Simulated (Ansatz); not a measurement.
**ZrPRu: do energies and stresses tell the same story?**

Method: DFT PBEsol, scalar-relativistic, plane waves, PAW in Ansatz 0.2.0.

Settings: cutoff 420 eV, Γ-centred mesh 6×6×10 on the computed 9-atom cell, Gaussian smearing of 0.10 eV; no spin polarisation.

Relaxed cell: P-62m, a = 6.408 Å, b = 6.408 Å, c = 3.775 Å, α = 90.00°, β = 90.00°, γ = 120.00°, 9 atoms in the primitive cell. Whether it is the stable form of this composition wasn't checked.

Energies at zero smearing and pressures from the stress tensor, at volumes with shape and atoms relaxed:
| V (Å³/atom) | E − E(first) (meV/atom) | P (GPa) |
| --- | --- | --- |
| 13.125 | 0.00 | 38.87 |
| 13.572 | -91.02 | 26.65 |
| 14.020 | -150.56 | 16.28 |
| 14.467 | -183.37 | 7.47 |
| 14.914 | -193.48 | 0.00 |
| 15.362 | -184.35 | -6.34 |
| 15.809 | -158.91 | -11.71 |
| 16.406 | -103.90 | -17.59 |

Problem. Check P = −dE/dV between neighbouring volumes, and get the bulk modulus from the pressures alone.

Solution. With 1 eV/Å³ = 160.2 GPa:
```csv
middle V (Å³/atom),−ΔE/ΔV (GPa),mean P (GPa)
13.348,32.593,32.763
13.796,21.319,21.466
14.243,11.748,11.876
14.691,3.622,3.735
15.138,-3.271,-3.172
15.586,-9.110,-9.025
16.108,-14.773,-14.650
```

The two differ by 0.17 GPa at most. The mean of two end pressures misses the average over a step by about ΔV² P″/12, up to 0.16 GPa here; with that taken off 0.01 GPa remains. Around V = 14.914 Å³/atom, the two neighbours give B = −V ΔP/ΔV = 14.914 × 13.81 / 0.895 = 230.2 GPa, against B0 = 228.8 GPa from the Birch–Murnaghan fit of the energies.